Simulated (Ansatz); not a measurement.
Given:

NiGe2:
```
CELL_PARAMETERS angstrom
      0.00000     3.96204     4.91661
      2.35079     0.00000     4.91661
      2.35079     3.96204     0.00000
ATOMIC_POSITIONS crystal
  Ge 0.67128 0.32872 0.67128
  Ge 0.32872 0.67128 0.32872
  Ge 0.57872 0.92128 0.57872
  Ge 0.92128 0.57872 0.92128
  Ni 0.00000 0.00000 0.00000
  Ni 0.25000 0.25000 0.25000
```

This is the PBE-relaxed structure.

**Question.** All from plane-wave PAW PBE (Ansatz code), unless another level is named. Give the electronic character.

**Answer.** metallic (no gap).

**Question.** What about the density of states at the Fermi level?

**Answer.** 0.49 states/eV per atom (mean over ±0.08 eV).

**Question.** And the formation energy from the elements (no fitted shifts)?

**Answer.** 14 kJ/mol of atoms.

Space group Fddd. The cell is a constructed one: a structure type filled with these elements; neither database checked (COD, Materials Project) lists it. Whether it is the stable phase at ambient conditions was not checked. The cell was relaxed with PBE under the symmetry of its start; whether a distortion lowers the energy is not shown. The workflow began spin-polarised and lost its moments. The references are the lowest solids computed at this level, not always the standard phases. Spin–orbit coupling is left out wherever it is not named.

Potentials: the later of the program's two PAW sets.
